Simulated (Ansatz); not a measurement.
## PIr₂: reading a single point

```
Ir P
1.0
     0.00000    2.79546    2.79546
     2.79546    0.00000    2.79546
     2.79546    2.79546    0.00000
Ir P
2 1
Direct
  0.25000 0.25000 0.25000
  0.75000 0.75000 0.75000
  0.00000 0.00000 0.00000
```

Method: r2SCAN, no spin polarisation; PAW, plane waves to 500 eV, 10×10×10 Γ-centred mesh, gaussian occupations (width 0.0986 eV) (Ansatz 0.2.0), atoms fixed.

Q: Is there a gap?

A: It is a metal, with about 0.92 states/eV a cell as the mean within 0.25 eV of the Fermi level, mostly Ir d (72 %) and P p (12 %).

Q: How is the charge shared?

A: Bader charges in e: P +0.31, Ir -0.15. In the mean P gives up most and Ir takes most.

Q: Is the cell too large or too small?

A: The pressure is -6.6 GPa (compression positive), so with the atoms held at these fractions the cell would first shrink.

Q: Are the atoms at rest?

A: The forces vanish by the symmetry of the sites.

Origin: a database entry at a rescaled volume.
